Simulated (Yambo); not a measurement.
Convergence of the G0W0 gap of Cs2KCoF6

G0W0@PBEsol for Cs$_{2}$KCoF$_{6}$ (space group Fm-3m, No. 225) in Yambo. Reference settings: 2×2×2 Γ-centred k mesh, bands 5 to 277 and a 7 Ry block in the screening, 277 bands in G with the Bruneval-Gonze terminator, plasmon pole fitted at 27.2 eV. The PBEsol gap X → X on this mesh is 1.11 eV; G0W0 gaps are taken between the same points.

```tsv
change from the reference	G0W0 gap X → X (eV)	shift of the valence edge (eV)	rough Yambo cost
reference settings	4.67	-1.24	1
111 bands in W, 111 bands in G	4.74	-1.21	about 1/3
182 bands in W, 182 bands in G	4.66	-1.21	within a factor of two
111 bands in G	4.69	-1.27	–
182 bands in G	4.67	-1.25	–
135 bands in W	4.69	-1.19	about 1/2
2 Ry block	6.59	-2.44	within a factor of two
3 Ry block	5.61	-1.76	within a factor of two
6 Ry block	4.77	-1.28	within a factor of two
pole fitted at 10 eV	4.43	-1.11	–
no random integration	4.53	-0.96	–
111 bands in G, no terminator	4.74	-0.80	–
182 bands in G, no terminator	4.69	-0.94	–
no terminator	4.68	-1.03	–
```

The reference isn't shown to be the converged limit. Costs are rough (shared machines), scaled to the same edge states, and given only for runs that recompute the screening.

The 3d shell has no Hubbard U; the runs are without spin polarisation, and magnetic order was not tried.

Geometry of the Materials Project entry, not relaxed at this level; primitive cell a = 6.3904 Å, b = 6.3904 Å, c = 6.3904 Å, α = 60.00°, β = 60.00°, γ = 60.00°.

The structure is a Materials Project entry; no match was found in the copy of COD used, and its stability was not checked.

A shift is the quasiparticle energy of the state minus its PBEsol energy.
